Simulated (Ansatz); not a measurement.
# Pressure against volume: AgPt3

```
Ag Pt
1.0
     3.90000    0.00000    0.00000
     0.00000    3.90000    0.00000
     0.00000    0.00000    3.90000
Ag Pt
1 3
Cartesian
  0.0000 0.0000 0.0000
  0.0000 1.9500 1.9500
  1.9500 0.0000 1.9500
  1.9500 1.9500 0.0000
```

The cell is COD entry 1509516, as deposited and not checked against the literature; nothing was relaxed. It is an old determination, and later ones may differ.

Spin polarisation is left out, and whether a magnetic state lies lower isn't shown here.

No spin–orbit coupling, which matters for the heavy atoms here.

All numbers are computed: DFT, LDA, all-electron LAPW, scalar-relativistic (Ansatz 0.2.0); DFT, LDA, PAW with Ansatz's default frozen-core files, scalar-relativistic (Ansatz 0.2.0).

For LAPW: a Γ-centred 9×9×9 k mesh, Fermi–Dirac smearing of 0.08 eV, basis error target 0.5 meV/atom, no spin polarisation. PAW takes a cutoff of 420 eV at this cell (files made with PBE, cores remade for this functional). The Ansatz runs share mesh, smearing and spin set-up. Plane-wave (PAW) pressures include the program's estimate of the Pulay term.

The cell above is scaled evenly, with fractional coordinates and shape held.

| V/V(cell) | V (Å³/atom) | P, LAPW (GPa) | P, PAW (GPa) | free energy over the lowest listed, PAW (meV/atom) |
| --- | --- | --- | --- | --- |
| 0.9400 | 13.940 | 22.24 | 22.22 | 65.5 |
| 0.9600 | 14.237 | ? | ? | ? |
| 0.9800 | 14.533 | 8.14 | 8.12 | 10.4 |
| 0.9900 | 14.681 | 5.14 | 5.12 | 4.3 |
| 1.0000 | 14.830 | 2.31 | 2.30 | 0.9 |
| 1.0100 | 14.978 | -0.33 | -0.34 | 0.0 |
| 1.0200 | 15.126 | -2.82 | -2.83 | 1.5 |
| 1.0400 | 15.423 | -7.33 | -7.34 | 11.0 |
| 1.0600 | 15.720 | -11.30 | -11.31 | 28.3 |

Question: Fill in the row V/V(cell) = 0.9600.

Answer: P, LAPW (GPa) = 14.75, P, PAW (GPa) = 14.73, free energy over the lowest listed, PAW (meV/atom) = 31.5.

Question: What do Birch–Murnaghan fits to the pressures give?

Answer: LAPW: V0 = 14.96 Å³/atom, B0 = 261 GPa, B0′ = 5.4; PAW: V0 = 14.96 Å³/atom, B0 = 261 GPa, B0′ = 5.4.

PAW's V0 lies 0.00 % from the all-electron value and its B0 0.0 %. Symmetry fixes shape and coordinates here, so this is the relaxed modulus.
